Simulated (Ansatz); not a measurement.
## Rutile alloy of SnO2 and TiO2 (23 of 24 Sn sites exchanged), 72 atoms

Ansatz, PAW, plane waves. PBEsol relaxation of cell lengths and atoms (angles held) at the single k point (½, ½, ½); single points on the relaxed atoms at the Γ point alone, onto which points of the small cell's zone fold. Arrangement: quasirandom. No spin–orbit coupling unless named.

Relaxed structure:

```
Ti Sn O
1.0
     9.21783    0.00000    0.00000
     0.00000    9.21765    0.00000
     0.00000    0.00000    8.82155
Ti Sn O
23 1 48
Cartesian
  0.0044 0.0019 0.0195
  0.0022 9.2149 2.9700
  0.0380 0.0342 5.9047
  0.0265 4.5838 0.0029
  0.0212 4.5894 2.9692
  9.2112 4.6175 5.8968
  4.5887 0.0219 0.0025
  4.5918 0.0190 2.9686
  4.6213 9.2071 5.8969
  4.6086 4.6062 0.0192
  4.6131 4.6081 2.9698
  4.5764 4.5724 5.9046
  2.3069 2.3035 1.4867
  2.3067 2.3036 4.4128
  2.3075 2.3031 7.3760
  2.3070 6.9122 1.4985
  2.3080 6.9118 4.4400
  2.3066 6.9127 7.3780
  6.9160 2.3034 1.4987
  6.9167 2.3030 4.4402
  6.9157 2.3038 7.3780
  6.9151 6.9130 4.4621
  6.9169 6.9115 7.3015
  6.9159 6.9122 1.4669
  1.4104 1.4066 8.8143
  1.4110 1.4073 2.9399
  1.4112 1.4074 5.8775
  1.4132 6.0059 8.8175
  1.4137 6.0058 2.9370
  1.3944 6.0201 5.8771
  6.0097 1.4096 8.8175
  6.0096 1.4100 2.9371
  6.0240 1.3905 5.8772
  5.9822 5.9784 8.7262
  5.9834 5.9796 3.0267
  6.0115 6.0078 5.8766
  3.2038 3.2002 8.8144
  3.2031 3.1996 2.9399
  3.2030 3.1995 5.8775
  3.2009 7.8187 8.8175
  3.2005 7.8188 2.9371
  3.2199 7.8044 5.8772
  7.8224 3.1974 8.8175
  7.8224 3.1969 2.9370
  7.8081 3.2163 5.8772
  7.8497 7.8461 8.7263
  7.8484 7.8449 3.0266
  7.8204 7.8168 5.8765
  0.9136 3.6968 1.4671
  0.9079 3.7025 4.4155
  0.9077 3.7028 7.3400
  0.8944 8.3116 1.4662
  0.9217 8.3298 4.4152
  0.9218 8.3294 7.3382
  5.5165 3.7160 1.4662
  5.4983 3.6886 4.4152
  5.4987 3.6885 7.3382
  5.4713 8.3568 1.4679
  5.5056 8.3226 4.4041
  5.5059 8.3223 7.3512
  3.7005 0.9101 1.4671
  3.7062 0.9046 4.4156
  3.7066 0.9042 7.3400
  3.7198 5.5129 1.4662
  3.6925 5.4945 4.4151
  3.6923 5.4950 7.3383
  8.3154 0.8908 1.4662
  8.3339 0.9182 4.4151
  8.3334 0.9183 7.3383
  8.3607 5.4677 1.4678
  8.3264 5.5021 4.4041
  8.3261 5.5024 7.3511
```

(1) What are the mean bond lengths by pair (pairs within 1.2 times the sum of covalent radii, less contacts 15 % beyond the pair's median; cation–cation pairs of compounds aside; long ionic contacts are cut short by that bound)?

(2) What gap lies between the top filled and the lowest empty level in the single points?

## Answers

(1) O–Sn 2.044 ± 0.001 Å (standard deviation, 6 bonds); O–Ti 1.955 ± 0.027 Å (standard deviation, 138 bonds).

(2) HSE06 3.42 eV (4.9 min on 7 threads of Neoverse-V2); r²SCAN 2.24 eV (26 s on 7 threads of Neoverse-V2).
